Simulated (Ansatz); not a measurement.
AgAu, first-principles data

AgAu:
```
CELL_PARAMETERS angstrom
      1.41864     0.81905     4.66478
     -1.41864     0.81905     4.66478
      0.00000    -1.63811     4.66478
ATOMIC_POSITIONS crystal
  Ag 0.00000 0.00000 0.00000
  Au 0.50000 0.50000 0.50000
```

Space group R-3m (No. 166); conventional cell a = b = 2.837 Å, c = 13.994 Å, α = β = 90.00°, γ = 120.00°.

Method: LDA in the plane-wave PAW code Ansatz. The cell and atoms are relaxed at this level. Other levels are named where they apply.

Cell and energy:

- Volume per atom = 16.26 Å³
- Density = 15.56 g/cm³
- Formation energy from the elements (no fitted shifts) = -0.046 eV/atom

Electronic structure:

* **Electronic character**: metallic (no gap)
* **Density of states at the Fermi level**: 0.27 states/eV per atom (mean over ±0.08 eV)

Mechanics:

- Bulk modulus (Birch–Murnaghan fit): 167 GPa
- Pressure derivative B′: 5.8

Phonons:

* **Highest zone-centre frequency**: 177 cm⁻¹
* **Zone-centre stability**: no imaginary mode at Γ

The workflow started from a Materials Project entry (that database holds measured and hypothetical structures alike); the Crystallography Open Database copy checked does not list it. With Ag and Au taken as one species the cell has the higher symmetry Fm-3m, so it may be an ordered model of a mixed-site phase. Its standing as an ambient phase is unchecked. The LDA relaxation kept the symmetry of its start. The run is not spin-polarised. As this level gives no gap, phonon frequencies hold no LO–TO term and depend on the k-mesh and smearing (Fermi–Dirac, 0.1 eV here). Axis ratios of metals converge slowly with the k-mesh, so a and c are less sure than the volume. The references are the lowest solids computed at this level, not always the standard phases. Scalar-relativistic: spin–orbit coupling is off unless named, which matters more the heavier the elements.

Potentials: the later of the program's two PAW sets.
